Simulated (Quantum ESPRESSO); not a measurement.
## One change at a time to Ag3Au2Mo2Zr

Calculated results; nothing here was measured. They come from Quantum ESPRESSO 7.5, a public plane-wave density functional program. Each row is one single-point run on a made-up periodic cell of eight metal atoms, with elements, volume, strain and displacements drawn at random and not relaxed, so a cell may be unstable or far from any real phase. There is no spin polarisation or spin-orbit coupling.

Settings: PBE unless stated; PseudoDojo standard norm-conserving files; Fermi-Dirac width 0.25 eV, which means electrons at about 2900 K; cutoff 1116 eV; 8 x 5 x 3 k mesh shifted half a step off Gamma. E is the free energy of the whole cell (internal energy minus TS), so a -TS column is already part of it. Stress is positive in tension, and the pressure P is minus a third of its trace.

Checks: one run of this series was repeated at a higher cutoff and on a denser mesh, which moved values by no more than 0.009 eV, 0.09 GPa and 0.016 eV/Å, and a second program with other atomic files agreed on it to 2 % rms in force and 0.5 GPa in pressure. Known limits: heavy elements are run without spin-orbit coupling, which real alloys of them have; a spin test at this wide smearing found no moment, but such smearing suppresses magnetism that the real alloy may have.

The lattice is face-centred cubic, and the cell vectors in Å are (0.011, -2.069, -2.133); (2.091, 4.025, -2.030); (8.438, -4.033, 4.119), a volume of 143.77 Å³ in run 1. The elements on sites 1 to 8 are Zr Mo Au Au Mo Ag Ag Ag. Each later run makes one change to run 1 and keeps the rest. E is counted from run 1, and is n/a where other atomic files have another zero of energy.

```
run,change,V (Å³),P (GPa),-TS (eV),rms force (eV/Å),largest change of a force component (eV/Å),E (eV)
1,none,143.77,1.52,-1.331,0.817,0.000,0.000
2,sites 1 and 7 exchanged,143.77,1.60,-1.310,0.798,0.850,-0.402
3,all lengths scaled by -1.45 %,137.61,8.43,-1.263,0.938,0.322,0.189
4,PBEsol in place of PBE,143.77,-5.35,-1.328,0.772,0.152,n/a
5,Ga on site 6,143.77,0.39,-1.337,0.721,0.723,n/a
6,site 4 moved by +0.05 Å along x,143.77,1.74,-1.331,0.852,0.552,?
```

## Worked estimate

Along the move dE = -F dx. The force on site 4 along x is -0.412 eV/Å in run 1 and -0.963 eV/Å in run 6, and the move is +0.05 Å, so the mean force times the move gives an estimate.

## Withheld value

Question: what E should run 6 give?

The estimate is 0.034 eV. The calculation gave 0.034 eV.
